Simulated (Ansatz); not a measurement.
This guess for MgSi3N2 is about to be relaxed.

```
Mg Si N
1.0
     0.00000    3.35099    4.83468
     2.53501    0.00000    4.83468
     2.53501    3.35099    0.00000
Mg Si N
1 3 2
Cartesian
  0.0000 0.0000 0.0000
  2.5350 3.3510 2.8436
  2.5350 3.3510 6.8257
  2.5350 3.3510 4.8347
  2.5350 1.6755 2.4173
  0.0000 1.6755 2.4173
```

Method: DFT PBE, scalar-relativistic, plane waves, PAW (Ansatz 0.2.0). Cutoff 420 eV, Gaussian smearing, Γ-centred meshes. Cell and atoms relax first on a coarse mesh and then on a finer one. In between, the cell is made exact in the group found at 0.06 Å. In metals the finer mesh still leaves noise of several meV/atom or more. The steps can't lower the symmetry of their start. No spin polarisation in the relaxation; trial moments died out in a coarse test.

A guess keeps its type if space group and coordination stay and the shape of the cell changes little (axis ratios within about 15 %, angles within 6°); the volume may change.

Q: Will the relaxed cell still be of the starting type?

A: It doesn't keep its type. The symmetry stays Fmmm (No. 69). The volume per atom grows by 31.3 %, from 13.7 to 18.0 Å³. The shortest distance goes from 1.73 Å (Si–N) to 1.63 Å (Si–N). Counting neighbours within 15 % of an atom's shortest distance, the start has Mg 4, N 2, Si 2 and the end Mg 4, N 2, Si 2. In detail, at the end Mg is surrounded by 2 Si at 2.85 Å and 2 Si at 3.12 Å; Si on a site of symmetry mm2 has 2 N at 1.63 Å and 1 Si at 2.25 Å; N is surrounded by 2 Si at 1.63 Å; 1 more site not described.

```
Mg Si N
1.0
     0.00000    3.11893    6.06454
     2.85032    0.00000    6.06454
     2.85032    3.11893    0.00000
Mg Si N
1 3 2
Direct
  0.00000 0.00000 0.00000
  0.31445 0.31445 0.68555
  0.68555 0.68555 0.31445
  0.50000 0.50000 0.50000
  0.50000 0.00000 0.50000
  0.00000 0.50000 0.00000
```

Formation energies are uncorrected and refer to the elements' standard structures at the same level (N₂ as a molecule).

Q: At what energy does it end?

A: +0.18 eV/atom. It can't be a ground state, since the elements alone are lower.

The last run used a 10×10×10 mesh for its 6-atom cell and Gaussian smearing of 0.10 eV. Symmetry constrained the relaxation, so the result can be a saddle point.
